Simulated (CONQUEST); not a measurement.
CONQUEST run on MgS (Fm-3m, 8 atoms in the cell; from Materials Project mp-1315, lattice scaled a little): self-consistent single point.

Method: LDA (PW92), numerical atomic orbitals double-zeta with polarisation (the shipped basis), PseudoDojo norm-conserving potentials made for LDA (CONQUEST).

```
CELL_PARAMETERS angstrom
      5.18797     0.00000     0.00000
      0.00000     5.18797     0.00000
      0.00000     0.00000     5.18797
ATOMIC_POSITIONS crystal
  Mg 0.00000 0.00000 0.00000
  Mg 0.00000 0.50000 0.50000
  Mg 0.50000 0.00000 0.50000
  Mg 0.50000 0.50000 0.00000
  S  0.50000 0.00000 0.00000
  S  0.50000 0.50000 0.50000
  S  0.00000 0.00000 0.50000
  S  0.00000 0.50000 0.00000
```

Reference input (self-consistent single point, DFT, LDA (PW92), numerical atomic orbitals double-zeta with polarisation (the shipped basis), PseudoDojo norm-conserving potentials made for LDA): basis = DZP; Diag.MPMeshX, Y, Z = 5 5 5; potentials = PseudoDojo norm-conserving LDA; Grid.GridCutoff = 140 Ha; DM.SolutionMethod = diagon; Diag.SmearingType = 1; Diag.kT = 0.000367 Ha; Diag.GammaCentred = true; Diag.MPOrder = 0; minE.SCTolerance = 1.0e-06; SC.MaxIters = 100; SC.LinearMixingFactor = 0.5. This run's input differs from it in these lines:

```diff
@@ -18,5 +18,5 @@
 Diag.MPMesh                    T
-Diag.MPMeshX                   5
-Diag.MPMeshY                   5
-Diag.MPMeshZ                   5
+Diag.MPMeshX                   1
+Diag.MPMeshY                   1
+Diag.MPMeshZ                   1
 Diag.GammaCentred              T
```

Output, abridged:

```
    new_SC_potl: Starting.  Tolerance:  0.10000E-05

    PulayMixSC: Starting Pulay mixing, A_up =  0.500 A_dn =  0.500
    PulayMixSC: Spin non-polarised calculation.
          Harris-Foulkes Energy            :     -7661.683935982635376 eV
          (TS=0 as O(N) or entropic contribution is negligible)
          DFT Total Energy                 :     -7656.168683854806659 eV
          Total number of electrons        :        64.000000000001322
    PulayMixSC: Pulay iteration     1 residual:              0.27920E-02
          Harris-Foulkes Energy            :     -7658.694762813414854 eV
   [... lines left out ...]
          (TS=0 as O(N) or entropic contribution is negligible)
          DFT Total Energy                 :     -7658.601912502223968 eV
          Total number of electrons        :        64.000026517025333
    PulayMixSC: Pulay iteration     5 residual:              0.18586E-05
          Harris-Foulkes Energy            :     -7658.601913983531631 eV
          (TS=0 as O(N) or entropic contribution is negligible)
          DFT Total Energy                 :     -7658.601913364406755 eV
          Total number of electrons        :        64.000026498085887
    PulayMixSC: Pulay iteration     6 residual:              0.95048E-06
    PulayMixSC: Reached SCF tolerance of  0.95048E-06 after      6 iterations
      | Number of electrons      =        64.000026
      |* band energy as 2Tr[K.H] =     -2171.152780046613771 eV
      |  screened ion-ion energy =     -5792.375028671981454 eV
      |  Ha correction           =        53.166520046428985 eV
      |  XC correction           =       251.762312089846745 eV
      |* Harris-Foulkes energy   =     -7658.601913983531631 eV
      |* DFT total energy        =     -7658.601913364406755 eV
      |  estimated accuracy      =        -0.000000619125184 eV

    force: Forces on atoms (eV/a0)
    force:  Atom   X              Y              Z
    force:     1  -0.0000000000   0.0000000000  -0.0000000000
   [... zero for the other atoms too ...]

    force: Maximum force :        0.00000000(eV/a0) on atom         1 in z direction
    force: Force Residual:        0.00000000 eV/a0
    force: Total stress:         -8.09975496     0.00000000     0.00000000 GPa
                             0.00000000    -8.09975496     0.00000000
                             0.00000000     0.00000000    -8.09975496
    force: Average pressure:      8.09975496 GPa

    force: Finished force
    get_E_and_F: Change in energy during last step of electronic optimisation:  0.35782E-07
```

The run converged in 6 iterations. CONQUEST prints the stress tensor with tension positive. Against the reference run the free energy rises by 859 meV/atom and the pressure goes from 0.53 to 8.10 GPa.

The program uses no crystal symmetry, so grid and mesh can part values that symmetry would make equal. The atom-centred basis is finite, which shifts total energies and pressures against plane waves. This run is one point of a test of settings, so its values need not be converged; read them against the reference run alone. The structure comes from a collection of computed structures, made at another level of theory; the collection holds predicted forms beside known ones. Its lattice was then scaled. With one or two k-points the zone of this small cell is coarsely sampled: energies, forces and stress carry that error and can break the symmetry, so a converged loop does not mean converged values.

Cost on one core: around 70 core-seconds (rough).
